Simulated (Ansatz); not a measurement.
## HfGeTe, a database entry at a rescaled volume

```xyz
6
Lattice="3.8351 0.0000 0.0000 0.0000 3.8351 0.0000 0.0000 0.0000 8.4234" Properties=species:S:1:pos:R:3 pbc="T T T"
Hf    0.0000    1.9176    2.0300
Hf    1.9176    0.0000    6.3933
Te    0.0000    1.9176    5.2225
Te    1.9176    0.0000    3.2009
Ge    0.0000    0.0000    0.0000
Ge    1.9176    1.9176    0.0000
```

Single point in Ansatz 0.2.0 with PBEsol, no spin polarisation. Cutoff 420 eV, PAW datasets, 9×9×4 Γ-centred k mesh, fermi-dirac filling (width 0.1 eV).

(1) Is the cell too large or too small?

(2) Which atom feels the largest force, and which way?

(3) How is the charge shared?

(4) Metal or insulator?

(5) Is it stable against the elements?

(6) Describe some of the short contacts.

Origin: a database entry at a rescaled volume.

Answers

(1) The pressure is 0.8 GPa (compression positive), so with the atoms held at these fractions the cell would first expand. The principal stresses 0.3, 0.3, 1.9 GPa differ, so its shape would change too.

(2) The largest is on Hf1 (and as large on other atoms): 0.80 eV/Å, components (0.00, 0.00, 0.80). It makes 137° with the line to a nearest neighbour, Ge5 at 2.79 Å, pointing away from it.

(3) Bader charges in e: Hf +1.44, Ge -0.62, Te -0.83. In the mean Hf gives up most and Te takes most.

(4) It is a metal on this mesh, though the bands barely overlap, with about 0.63 states/eV a cell as the mean within 0.25 eV of the Fermi level, mostly Hf d (54 %), Ge p (20 %) and Te p (15 %).

(5) -0.74 eV an atom against the elements' usual phases (free molecules for gases, crystals otherwise, with no correction for O₂ or N₂), so it is bound against them; other compounds may still compete. Relaxing would lower it.

(6) Ge–Ge at 2.71 Å: least valence density 0.31 e/Å³ and ELF 0.50 there. Hf–Ge at 2.79 Å: least valence density 0.31 e/Å³ and ELF 0.33 there. Hf–Te at 2.95 Å: least valence density 0.28 e/Å³ and ELF 0.28 there. Both are smooth PAW fields, read partly inside the augmentation spheres.
